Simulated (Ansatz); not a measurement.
Input and command of a calculation in Ansatz (plane waves; scalar-relativistic PAW potentials unless the input names others):

```yaml
crystal:
  lattice:
    - [0.0, 4.2500341924, 4.2500341924]
    - [4.2500341924, 0.0, 4.2500341924]
    - [4.2500341924, 4.2500341924, 0.0]
  atoms:
    - { symbol: Li, position: [0.125, 0.125, 0.125] }
    - { symbol: Li, position: [0.625, 0.125, 0.125] }
    - { symbol: Li, position: [0.125, 0.125, 0.625] }
    - { symbol: Li, position: [0.125, 0.625, 0.125] }
    - { symbol: Ca, position: [0.5, 0.5, 0.5] }
    - { symbol: Ca, position: [0.75, 0.75, 0.75] }
basis:
  ecutwfc: 420
kpoints:
  mp_grid: { grid: [8, 8, 8] }
hamiltonian:
  xc: lda
scf:
  occupations: { method: gaussian, width: 0.1 }
  NELM: 400
  max_iter: 75
output:
  forces: true
  eigenvalues: true
  stress: true
```

```bash
ansatz run input.yaml --threads 1 --pin off --max-ram 2560MiB --backend cpu --events-out ev --progress --plain --runs-dir out
```

**Question.** What is wrong with this input?

**Answer.** The program refuses it, because of a keyword of another program (scf.NELM: not typed → 400). Without that key it is accepted.

Abridged log:
```
Error: YAML parse error: error: line 21 column 3: unknown field `NELM`, expected one of max_iter, algorithm, n_extra_bands, self_checks, convergence, lower_state_search, omitted_lower_state_checks, lower_solution_reach, mixing, occupations, eigensolver, initial_density, exx
  --> <input>:21:3
   |
19 | scf:
20 |   occupations: { method: gaussian, width: 0.1 }
21 |   NELM: 400
   |   ^ unknown field `NELM`, expected one of max_iter, algorithm, n_extra_bands, self_checks, convergence, lower_state_search, omitted_lower_state_checks, lower_solution_reach, mixing, occupations, eigensolver, initial_density, exx
22 |   max_iter: 75
23 | output:
   |
```